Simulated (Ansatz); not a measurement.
Data:

Te:
Space group P3₁21 (No. 152); a = b = 4.5249 Å, c = 5.9508 Å, α = β = 90.00°, γ = 120.00°

```json
[
 {"atom": "Te", "site": "3a", "symmetry": ".2.", "x": "0.7322", "y": "0.7322", "z": "0.0000"}
]
```

This is the PBE-relaxed structure.

Q: All from the program Ansatz at the PBE level (PAW), unless another level is named. Estimate the band gap.

A: 0.21 eV (indirect).

Q: And the smallest direct gap on the standard path?

A: 0.23 eV.

Q: Predict the valence-band maximum.

A: on the H–K line, 6 % of the way from H.

Space group P3_121 (trigonal Se type). Symmetry was held in the PBE relaxation. A crystal of weakly bound chains computed without a dispersion correction: the cell and the soft elastic constants depend strongly on that. Spin–orbit coupling is left out wherever it is not named.

Potentials: the later of the program's two PAW sets.
